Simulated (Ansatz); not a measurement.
**BaPb₃ in the AuCu3-type structure**

Computed with Ansatz (plane waves, PAW, 420 eV cutoff): PBEsol, scalar-relativistic, no spin polarisation, 6×6×6 k-mesh, Gaussian smearing of 0.05 eV. The datasets are Ansatz's generated set soft_2.

```cif
data_structure
_symmetry_space_group_name_H-M 'Pm-3m'
_symmetry_Int_Tables_number 221
_cell_length_a 5.0315
_cell_length_b 5.0315
_cell_length_c 5.0315
_cell_angle_alpha 90.000
_cell_angle_beta 90.000
_cell_angle_gamma 90.000
_cell_volume 127.38
loop_
_atom_site_label
_atom_site_type_symbol
_atom_site_symmetry_multiplicity
_atom_site_Wyckoff_symbol
_atom_site_fract_x
_atom_site_fract_y
_atom_site_fract_z
_atom_site_occupancy
Ba1 Ba 1 a 0.00000 0.00000 0.00000 1
Pb1 Pb 3 c 0.00000 0.50000 0.50000 1
```

The start was a prototype's sites filled with these elements, not a measured cell.

The cell above was scaled in volume, its shape and atoms being fixed by the lattice's symmetry. Energies are counted from the cell above.

```csv
V (Å³/atom),ΔE (meV/atom),P from the stress (GPa)
30.571,6.98,1.78
31.208,1.73,0.85
31.845,0.00,0.01
32.482,1.54,-0.77
33.118,5.99,-1.45
```

Task: Do the energies and the pressures agree? Compare −ΔE/ΔV between neighbouring points (1 meV/Å³ = 0.1602 GPa) with the mean of their pressures.

Result: 
| interval (Å³/atom) | −ΔE/ΔV (GPa) | mean P (GPa) |
| --- | --- | --- |
| 30.57 to 31.21 | 1.3 | 1.3 |
| 31.21 to 31.84 | 0.4 | 0.4 |
| 31.84 to 32.48 | -0.4 | -0.4 |
| 32.48 to 33.12 | -1.1 | -1.1 |
They differ by 0.01 GPa at most.

Task: What do the two routes give for V0, B0 and B0′?

Result: A third-order Birch–Murnaghan fit of the energies: V0 = 31.85 Å³/atom, B0 = 41 GPa, B0′ = 3.6. A polynomial of P in ln V, with B = −dP/d ln V at P = 0: V0 = 31.85 Å³/atom, B0 = 41 GPa, B0′ = 3.9.

B0·V0 = 40.6 GPa × 31.85 Å³ = 8.06 eV/atom sets the scale: near the minimum ΔE ≈ ½ B0 V0 x², with x = V/V0 − 1, and a pressure of 0.4 GPa squeezes the volume by about 1 %. At the ends of the curve: x = −4.0 % predicts 6.5 meV/atom and the run gives 7.0; x = +4.0 % predicts 6.4 meV/atom and the run gives 6.0. The lopsidedness is anharmonic: atoms resist being pushed together more than being pulled apart.

For elements this heavy, spin–orbit coupling would shift levels and gaps; it isn't included here. The run is a metal.
